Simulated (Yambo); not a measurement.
Yambo run on K$_{2}$NiF$_{6}$ (space group Fm-3m, No. 225). The wavefunctions are PBEsol (Quantum ESPRESSO, PseudoDojo norm-conserving, 98 Ry, no spin-orbit coupling) ones on a 2×2×2 mesh (39 occupied bands); a = 5.659 Å, b = 5.659 Å, c = 5.659 Å, α = 60.00°, β = 60.00°, γ = 60.00°.

Yambo input:

```
rim_cut
gw0
dyson
el_el_corr
HF_and_locXC
cohsex
em1s
RandQpts= 1000000
RandGvec= 1 Ry
EXXRLvcs= 98 Ry
VXCRLvcs= 392 Ry
Chimod= "HARTREE"
% BndsRnXs
 5 | 200 |
%
NGsBlkXs= 7 Ry
% LongDrXs
 1.0 | 1.0 | 1.0 |
%
ExtendOut
% QPkrange
 3 | 3 | 39 | 40 |
%
```

k points by index: 3 = X.

The o-*.qp file then holds:

```
#    K-point    Band    Eo [eV]    E [eV]    E-Eo [eV]    Vxc [eV]    Vnlxc [eV]    Sc|Eo [eV]    Re(Z)    Im(Z)
#
    3    39    0.000000    -3.068120    -3.068120    -28.80560    -37.71564    5.841925    1.000000    0.000000
    3    40    1.559141    3.479578    1.920437    -28.30151    -23.21500    -3.166069    1.000000    0.000000
```
(The two width columns are left out.) Convergence of these settings isn't established.

Geometry of the Materials Project entry, not relaxed at this level.

The structure is a Materials Project entry; no match was found in the copy of COD used, and its stability was not checked.

The runs are not spin-polarised; magnetic order was not tried.
